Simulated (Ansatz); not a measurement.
Al₂Au:
```yaml
crystal:
  lattice:
    - [0.00000, 3.00150, 3.00150]
    - [3.00150, 0.00000, 3.00150]
    - [3.00150, 3.00150, 0.00000]
  atoms:
    - { symbol: Au, position: [0.00000, 0.00000, 0.00000] }
    - { symbol: Al, position: [0.25000, 0.25000, 0.25000] }
    - { symbol: Al, position: [0.75000, 0.75000, 0.75000] }
```

Relaxed with PBEsol. Special points in fractions of this cell's reciprocal vectors: Γ (0.000, 0.000, 0.000); X (0.500, 0.000, 0.500); U (0.625, 0.250, 0.625); K (0.375, 0.375, 0.750); L (0.500, 0.500, 0.500); W (0.500, 0.250, 0.750).

Q: List the band energies nearest the Fermi level at these points for PBEsol (plane waves, PAW; program Ansatz).

A: In eV from the Fermi level; about four levels below and three above (degenerate sets whole), none deeper than 8.9 eV; points with the same levels are listed once.

| k | below | above |
|---|---|---|
| Γ | -6.60 -6.60 -6.60 -5.64 -5.64 | 2.25 2.92 2.92 2.92 |
| X | -5.33 -5.03 -2.12 -2.12 | 1.28 2.03 7.61 |
| U | -5.54 -4.61 -3.40 -1.37 | 1.82 4.34 6.01 |
| L | -6.36 -6.36 -5.52 -5.52 -5.46 | 0.35 0.35 3.24 |
| W | -5.21 -4.03 -4.03 -2.20 | 4.13 4.13 5.18 |

Space group Fm-3m (fluorite or antifluorite type). Symmetry was held in the PBEsol relaxation; of distortions, only those at the zone centre were tested. Spin–orbit coupling is left out wherever it is not named.

Potentials: the later of the program's two PAW sets.
